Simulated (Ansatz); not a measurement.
Relaxed-ion elastic tensor of YN (rock salt, space group No. 225) in GPa (Voigt order), plane-wave PAW PBEsol (Ansatz code); density 5.97 g/cm³, 14.31 Å³ per atom.

```tsv
	1	2	3	4	5	6
1	349	83.0	83.0	0.0	0.0	0.0
2	83.0	349	83.0	0.0	0.0	0.0
3	83.0	83.0	349	0.0	0.0	0.0
4	0.0	0.0	0.0	127	0.0	0.0
5	0.0	0.0	0.0	0.0	127	0.0
6	0.0	0.0	0.0	0.0	0.0	127
```

Problem. Is the crystal mechanically stable?

Solution. Yes: the smallest eigenvalue of C is 127 GPa.

Problem. Work out the Voigt, Reuss and Hill averages.

Solution. K_V = 172, K_R = 172, K_H = 172; G_V = 129, G_R = 129, G_H = 129 GPa.

Problem. Give Young's modulus, Poisson's ratio, Pugh's ratio and the universal anisotropy index.

Solution. E = 9KG/(3K + G) = 310 GPa; ν = 0.20; K/G = 1.33 (brittle by the Pugh limit of 1.75); A_U = 5G_V/G_R + K_V/K_R − 6 = 0.00.

Problem. Estimate the sound speeds and the Debye temperature.

Solution. v_l = √((K + 4G/3)/ρ) = 7590 m/s, v_t = √(G/ρ) = 4650 m/s, mean 5130 m/s; Θ = (h/k)(3n/4πV)^(1/3) v_m = 629 K.

Problem. Give the Zener ratio and Young's modulus along [100], [110] and [111].

Solution. A = 2C44/(C11 − C12) = 0.95; 1/E = S11 − 2(S11 − S12 − S44/2)Γ with Γ = 0, 1/4, 1/3 gives 317, 308, 305 GPa.

Space group Fm-3m (rock salt). The PBEsol relaxation kept the symmetry of its start. No spin polarisation was allowed.

Potentials: the later of the program's two PAW sets.
